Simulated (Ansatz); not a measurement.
Relaxed candidate structures of GaP:

A. F-43m (No. 216), cF8, zinc blende type; a = b = c = 5.452 Å, α = β = γ = 90.00°; P 4a (0.000, 0.000, 0.000); Ga 4d (0.750, 0.750, 0.750)

B. R-3m, hexagonal axes (No. 166), hR4; a = 3.842 Å, b = 3.842 Å, c = 19.121 Å, α = 90.00°, β = 90.00°, γ = 120.00°; P 6c (0.000, 0.000, 0.442); Ga 6c (0.000, 0.000, 0.064)

C. P-1 (No. 2), aP4; a = 3.357 Å, b = 3.906 Å, c = 5.983 Å, α = 108.31°, β = 105.66°, γ = 90.18°; close to C2/m at 0.1 Å; Ga 2i (0.203, 0.202, 0.902); P 2i (0.245, 0.315, 0.500)

D. Pnma (No. 62), oP8; a = 7.393 Å, b = 3.899 Å, c = 6.568 Å, α = 90.00°, β = 90.00°, γ = 90.00°; Ga 4c (0.341, 0.250, 0.095); P 4c (0.168, 0.250, 0.391)

E. P6₃mc (No. 186), hP8, AFLOW prototype AB_hP8_186_ab_ab (B5, as in SiC); a = b = 3.8481 Å, c = 12.6324 Å, α = β = 90.00°, γ = 120.00°; Ga 2a (0.000, 0.000, 0.157); Ga 2b (0.667, 0.333, 0.406); P 2b (0.333, 0.667, 0.094); P 2a (0.000, 0.000, 0.343)

### Question
Order them by energy per atom (lowest first) at the level r2SCAN (plane waves to 500 eV, PAW, scalar-relativistic; Ansatz, a program for electronic structure).

### Answer
A (reference, the lowest of the structures calculated here), E (+4 meV/atom), B (+152 meV/atom), D (+198 meV/atom), C (+0.63 eV/atom)

### Question
Give each candidate's band gap.

### Answer
No gap: C. A: 1.85 eV (no spin-orbit coupling); B: 1.02 eV (no spin-orbit coupling); D: 1.24 eV (no spin-orbit coupling); E: 1.79 eV (no spin-orbit coupling).

 2 generated cells of layers, chains or molecules, poorly bound without dispersion, are left out. Each run could gain symmetry but not lose that of its start, so entries can be saddle points. From databases, or of a type measured for this composition: F-43m, cF8, zinc blende type; the others are generated cells (placed on structure types, drawn at random, substituted or restacked) that were not matched to a known phase here. Static energies at zero pressure. Each cell has its own k-point mesh; energy differences are given only to the digits this allows. No spin polarisation in the result.
